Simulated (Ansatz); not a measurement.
Computed with Ansatz, not measured. Plane-wave DFT: an element X is put into a periodic supercell of the crystal below and the atoms relax. X is one of the candidates, and is told by the neutral defect's formation energy over the elements (uncorrected), its moments where the run had spin, and its relaxed neighbours, eight at most.

```
cell
1.0
     4.3523    0.0000    0.0000
    -2.1762    3.7692    0.0000
     0.0000    0.0000   11.1836
I La P
2 2 1
Direct
  0.6667 0.3333 0.6656
  0.3333 0.6667 0.3344
  0.3333 0.6667 0.8560
  0.6667 0.3333 0.1440
  0.0000 0.0000 0.0000
```

| quantity | value |
| --- | --- |
| host atoms in supercell | 20 |
| functional | r2SCAN |
| wave cutoff | 500 eV |
| k mesh | 3, 3, 2 |
| k shift | 0, 0, 0.5 mesh steps |
| gaussian smearing | 0.05 eV |
| start displacement | 0.05 angstrom |
| electrons started on | no chosen atoms |
| candidate elements | Li, C, N, Ca, Se, Bi |
| found formation energy | -0.729 eV |
| found largest move from host sites | 0.074 angstrom |

```csv
supercell vector,supercell times a (host cell vectors),supercell times b (host cell vectors),supercell times c (host cell vectors)
A,2,2,0
B,0,-2,0
C,0,0,-1
```

```
change element   change kind  change place a (host cell vectors)  change place b (host cell vectors)  change place c (host cell vectors)
             X  interstitial                                   0                                   0                                -0.5
```

```tsv
found neighbour element	found neighbour distance (angstrom)
I	3.02
I	3.03
I	3.066
I	3.071
I	3.095
I	3.1
```

Which element is X?

Li.

Caveats: one random start near the defect, so other minima are possible; the supercell is small.
